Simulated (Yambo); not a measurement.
Quantum ESPRESSO input (LDA, PseudoDojo standard norm-conserving files, scalar-relativistic) whose wavefunctions are converted with p2y:

```
&CONTROL
  calculation = 'nscf'
  pseudo_dir = './pseudo'
  outdir = './out'
/
&SYSTEM
  ibrav = 0
  nat = 2
  ntyp = 2
  ecutwfc = 102.0
  ecutrho = 408.0
  occupations = 'fixed'
  force_symmorphic = .true.
  nbnd = 114
/
&ELECTRONS
  conv_thr = 2e-09
  diago_full_acc = .true.
  diago_thr_init = 1e-08
/
ATOMIC_SPECIES
Se 78.9710 Se.upf
Cd 112.4140 Cd.upf
CELL_PARAMETERS angstrom
  0.000000000000   3.005050903000   3.005050903000
  3.005050903000   0.000000000000   3.005050903000
  3.005050903000   3.005050903000   0.000000000000
ATOMIC_POSITIONS crystal
Se   0.250000000000   0.250000000000   0.250000000000
Cd   0.000000000000   0.000000000000   0.000000000000
K_POINTS automatic
2 2 2 0 0 0
```

Yambo's initialisation report on symmetry, reciprocal space, the k grid and the gaps on this mesh:

```
  [02.02] Symmetries
  ==================

  Inversion symmetry    : yes
  Spatial inversion     : no
  Inversion index       :  25
  K-space Time-reversal : yes
  Magnetic symmetries   : no
  Time-reversal derived K-space symmetries:   25   48
  Group table correct   : yes
  Symmetries units      :  [cc]

  [02.03] Reciprocal space
  ========================

  nG shells         :   448
  nG charge         :   51109
  nG WFs            :   7375
  nC WFs            :   6394
  G-vecs. in first 44 shells:  [ Number ]
     1    9   15   27   51   59   65   89  113
    137   169   181   229   259   283   307   331   339
    387   411   459   531   537   561   609   645   701
    725   749   821   869   893   941   965  1037  1067
   1139  1211  1243  1291  1363  1411  1459  1471
  ...
  Shell energy in first 44 shells:  [ mHa ]
    0.00000      459.081      612.108      1224.22      1683.30      1836.33      2448.43      2907.51      3060.54
    3672.65      4131.73      4896.87      5355.95      5508.98      6121.08      6580.17      6733.19      7345.30
    7804.38      7957.41      8569.52      9028.60      9793.73      10252.8      10405.8      11018.0      11477.0
    11630.1      12242.2      12701.2      12854.3      13466.4      13925.5      14690.6      15149.7      15302.7
    15914.8      16373.9      16526.9      17598.1      17751.1      18363.3      18822.3      19587.5
  ...

  [02.04] K-grid lattice
  ======================

  Compatible Grid is   : 3D
  Base K vectors       :  K_min[ 1 ]  K_min[ 2 ]  K_min[ 3 ]
  K_min[ 1 ] :  0.500000  0.500000  0.500000 [rlu]
  K_min[ 2 ] : -0.500000  0.000000  0.000000 [rlu]
  K_min[ 3 ] :  0.000000 -0.500000  0.000000 [rlu]
  Grid dimensions      :  2  2  2
  K lattice UC volume  :  0.084658 [a.u.]

  IBZ K-points                                      :  3
  BZ  K-points                                      :   8

  K/Q-points units:
  rlu = crystal or reduced units; cc = cartesian coordinates; iku = interal k-units

  K [1]          [rlu]:  0.000000  0.000000  0.000000
         WF components:   6375
  K [2]          [rlu]:  0.000000  0.000000 -0.500000
         WF components:   6394
  K [3]          [rlu]:  0.000000 -0.500000 -0.500000
         WF components:   6386

  [02.05] Energies & Occupations
  ==============================

  [X] === General ===
  [X] Electronic Temperature                        :  0.000000  0.000000 [eV K]
  [X] Bosonic    Temperature                        :  0.000000  0.000000 [eV K]
  [X] Finite Temperature mode                       : no
  [X] El. density                                   :  0.66331E+24 [cm-3]
  [X] Fermi Level                                   :  7.996579 [eV]

  [X] === Gaps and Widths ===
  [X] Conduction Band Min                           :  0.398935 [eV]
  [X] Valence Band Max                              :  0.000000 [eV]
  [X] Filled Bands                                  :  18
  [X] Empty Bands                                   :   19  114
  [X] Direct Gap                                    :  0.398935 [eV]
  [X] Direct Gap localized at k                     :  1
  [X] Indirect Gap                                  :  0.398935 [eV]
  [X] Indirect Gap between kpts                     :  1  1
  [X] Last valence band width                       :  2.007795 [eV]
  [X] 1st conduction band width                     :  2.482598 [eV]
```
The gaps are LDA values on this mesh alone; only operations without fractional translations are kept.

Spin-orbit coupling is not included.

Geometry relaxed with LDA.
